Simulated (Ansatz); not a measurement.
## Fitting the r2SCAN energy curve of GaSb3

The structure is cubic, space group Fm-3m (No. 225). Conventional cell: a = 7.461 Å, b = 7.461 Å, c = 7.461 Å, α = 90.00°, β = 90.00°, γ = 90.00°. Around Sb (site symmetry m-3m) lie 8 Sb at 3.23 Å. Around Sb (site symmetry -43m) lie 4 Sb at 3.23 Å and 4 Ga at 3.23 Å. Ga (site symmetry m-3m) has 8 Sb at 3.23 Å as nearest neighbours.

The cell comes from a database or a generator and needn't be the stable form of this composition.

The cell was scaled at fixed shape and fractions and run with Ansatz, Ansatz PAW, cutoff 500 eV; r2SCAN, k mesh 6 × 6 × 6 on the cell of 4 atoms, fermi-dirac occupations of 0.05 eV, no spin polarisation, no spin-orbit coupling. The potentials were made for PBE. Energies are those that the program minimises, any entropy of the smearing included. For a metal such a mesh isn't converged to the digits shown.

| V (Å³/atom) | energy over the lowest row (meV/atom) |
| --- | --- |
| 24.4024 | 4.09 |
| 24.9216 | ? |
| 25.4408 | 0.00 |
| 25.9600 | 3.30 |
| 26.4792 | 9.62 |
| 26.9984 | 18.65 |
| 27.5176 | 30.13 |

Problem. Fit the third-order Birch-Murnaghan form, give V0, B0 and B′, and predict the energy left open.

Solution. With y = (V0/V)^(2/3), E = E0 + (9 V0 B0/16) [(y - 1)³ B′ + (y - 1)² (6 - 4y)]. Least squares through the rows shown give V0 = 25.1973 Å³/atom, E0 = -0.38 meV, B0 = 53.84 GPa (1 eV/Å³ = 160.218 GPa) and B′ = 4.54, with a largest miss of 0.01 meV. At V = 24.9216 the form with these constants gives 0.14 meV; the run gave 0.10 meV an atom.
